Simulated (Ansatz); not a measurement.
Polymorphs of Si2Mo, each relaxed with DFT-PBE in the program Ansatz with PAW potentials:

A: Fddd
a = 4.6083 Å, b = 8.0609 Å, c = 8.7560 Å, α = β = γ = 90.00°

```tsv
atom	site	symmetry	x	y	z
Si	16f	.2.	0.0000	0.3366	0.0000
Mo	8a	222	0.0000	0.0000	0.0000
```

B: MoSi2 or CaC2 type (I4/mmm)
a = 3.2171 Å, b = 3.2171 Å, c = 7.8730 Å, α = 90.00°, β = 90.00°, γ = 90.00°

```csv
atom,site,symmetry,x,y,z
Si,4e,4mm,0.0000,0.0000,0.3351
Mo,2a,4/mmm,0.0000,0.0000,0.0000
```

**Question.** Rank these by energy per atom at 0 K (lowest first), as PBE gives it.

**Answer.** B (+0 meV/atom), A (+79 meV/atom)

Typed or built starts, not in the databases checked: A. Not the usual ambient phase: A. All cells were relaxed under the symmetry of their starts (and spin orders); stability against distortions was not tested throughout. Rows with no word on spin ran without spin polarisation. Scalar-relativistic: spin–orbit coupling is off unless named, which matters more the heavier the elements.

Energies hold the estimated change up to a 700 eV cutoff; steps of a few meV lie near the error of the meshes.

Potentials: the earlier of the program's two PAW sets.
